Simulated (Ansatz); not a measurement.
ScOF in space group P4/nmm (No. 129; Sc on 2c, O on 2b, F on 2a), the program Ansatz at the PBEsol level (PAW). The conduction-band minimum lies at Γ, with 1 equivalent valley. Second derivatives d²E/dk² of the lowest band at one valley (eV·Å²), along Cartesian directions:

```csv
direction,d²E/dk²
[100],6.958
[010],6.958
[001],1.540
[110],6.956
[101],4.249
[011],4.249
```

Task: Find the principal effective masses, the density-of-states mass and the conductivity mass.

Result: Off-diagonal terms follow from H_xy = H[110] − (H_xx + H_yy)/2, and m*/mₑ = 7.620 eV·Å² over each eigenvalue: 1.1, 1.1, 4.9. One valley's DOS mass (m₁m₂m₃)^(1/3) = 1.8, conductivity mass 3/(Σ 1/mᵢ) = 1.5 mₑ.

Task: What effective density of states Nc follows at 300 K for parabolic valleys?

Result: Nc = 2.509e19 × 1 × (1.8)^(3/2) ≈ 6.1e19 cm⁻³.

Task: With the computed static dielectric constant 71.0 (mean of the diagonal), estimate a hydrogenic donor's binding energy and radius.

Result: E = 13.606 eV × 1.5/71.0² ≈ 4.0 meV; a = 0.529 Å × ε/m* ≈ 25 Å. Semilocal masses tend to be too small when the gap is underestimated.

The first step of the workflow began from a Materials Project structure, measured or hypothetical; the Crystallography Open Database copy checked does not list it. Its standing as an ambient phase is unchecked. The PBEsol relaxation kept the symmetry of its start. At this level the phase is dynamically unstable (imaginary phonons). The run is not spin-polarised.

Potentials: the later of the program's two PAW sets.
